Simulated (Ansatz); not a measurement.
TaBeB: how the free axis answers a strain

TaBeB, P-6m2, a = 3.246 Å, c = 3.244 Å. The structure is a Materials Project entry; whether it is the stable form wasn't checked. Ansatz: r2SCAN, PAW, 500 eV, Γ-centred 15×15×14 mesh on 3 atoms, Gaussian smearing 0.10 eV; no spin polarisation. Series: biaxial strain in the a-b plane, c and atoms relaxed; x is the strain in per cent. y is the change of c in per cent of 3.244 Å.

| x (%) | y (%) |
| --- | --- |
| -4.5 | ? |
| -3.0 | 1.46 |
| -1.5 | 0.75 |
| 0.0 | 0.00 |
| 1.5 | -0.70 |
| 3.0 | -1.40 |
| 4.5 | -2.19 |

Question: Fit y = c1 x + c2 x² to the other rows, say what c1 measures, and predict the missing y.

Answer: Least squares on the rows shown. y = −0.4834 x + 0.0006105 x². With no stress along c, c1 = −2C13/C33 = -0.483. At x = -4.5 the fit asked for gives 2.19 %. The run gave 2.19 %, the same to the digits shown.

Spin–orbit coupling is left out, which can shift energies with elements as heavy as these.